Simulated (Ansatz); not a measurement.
# Calculated field gradients at the nuclei for LuMgCrS4

The cell is a Materials Project structure (computed, not necessarily an observed phase), atoms as given.

```yaml
crystal:
  lattice:
    - [6.46670, -3.78825, 0.00000]
    - [6.46670, 3.78825, 0.00000]
    - [-4.25803, 0.00000, 6.09118]
  atoms:
    - { symbol: Mg, position: [0.37532, 0.37532, 0.12479] }
    - { symbol: Mg, position: [0.62468, 0.62468, 0.87521] }
    - { symbol: Lu, position: [0.00000, 0.50000, 0.50000] }
    - { symbol: Lu, position: [0.50000, 0.00000, 0.50000] }
    - { symbol: Cr, position: [0.00000, 0.00000, 0.00000] }
    - { symbol: Cr, position: [0.00000, 0.00000, 0.50000] }
    - { symbol: S, position: [0.21519, 0.78130, 0.24925] }
    - { symbol: S, position: [0.76955, 0.76955, 0.27305] }
    - { symbol: S, position: [0.76901, 0.76901, 0.76503] }
    - { symbol: S, position: [0.21870, 0.78481, 0.75075] }
    - { symbol: S, position: [0.23099, 0.23099, 0.23497] }
    - { symbol: S, position: [0.78130, 0.21519, 0.24925] }
    - { symbol: S, position: [0.78481, 0.21870, 0.75075] }
    - { symbol: S, position: [0.23045, 0.23045, 0.72694] }
```

Sites (sets of like atoms) are named by element and the number of their first atom in this list.

Level of theory: DFT, PBE, plane waves and PAW, scalar-relativistic, collinear spin, 420 eV cutoff, Γ-centred 5×5×5 k-points, Fermi–Dirac smearing 0.02 eV (Ansatz 0.2.0). Start moments as typed (μB): 3 on each Cr, none on the rest.

C_Q = eQV_zz/h, which is 24.18 MHz for Q = 1 b and V_zz = 10²¹ V/m²; η = (V_xx − V_yy)/V_zz.

25Mg: I = 5/2, Q = 199.4 mb; Lu-176: I = 7, Q = 4970 mb; ⁵³Cr: I = 3/2, Q = -150.0 mb; ³³S: I = 3/2, Q = -69.40 mb. Quadrupole moments are those of Pyykkö's year-2017 table.

Problem. Give the quadrupolar parameters of the distinct sites.

Solution. 

```csv
site,atoms (order as listed),first shell,V_zz (10²¹ V/m²),η,C_Q (MHz)
Mg,"1, 2",4 S at 2.43–2.51 Å,0.24,0.65,1.14
Lu,"3, 4",6 S at 2.64–2.68 Å,7.90,0.39,949
Cr5,5,6 S at 2.45–2.49 Å,-1.50,0.38,5.46
Cr6,6,6 S at 2.44–2.48 Å,-1.39,0.38,5.05
S7,"7, 10, 12, 13","2 Cr at 2.48–2.49 Å, 1 Mg at 2.51 Å, 1 Lu at 2.68 Å",-6.92,0.01,11.6
S8,"8, 9, 11, 14","1 Mg at 2.43 Å, 1 Cr at 2.44 Å, 2 Lu at 2.64 Å",6.24,0.43,-10.5
```

The program didn't check the stability of this electronic state in full, so a lower one may lie near. Without spin–orbit coupling the gradients at and beside Lu can be off by some per cent, at some sites by more. With a gap of 0.8 eV on this mesh, small gradients can still move by 0.1 × 10²¹ V/m² or more as the k-mesh gets denser. All moments are parallel here, as the start or the cell imposes; many such compounds order antiparallel, where fields and spin densities carried over to other atoms largely cancel. The magnetic order is the one that the run reached from its start moments, not necessarily the measured one.

The run took 16 min of wall time (16 min of CPU time) and 2.3 GiB at its peak, on 1 thread of Arm Neoverse N1 (aarch64; 36 cores open to the job, memory cap 3.0 GiB, no GPU), a shared host with a load of 1.0 a core.
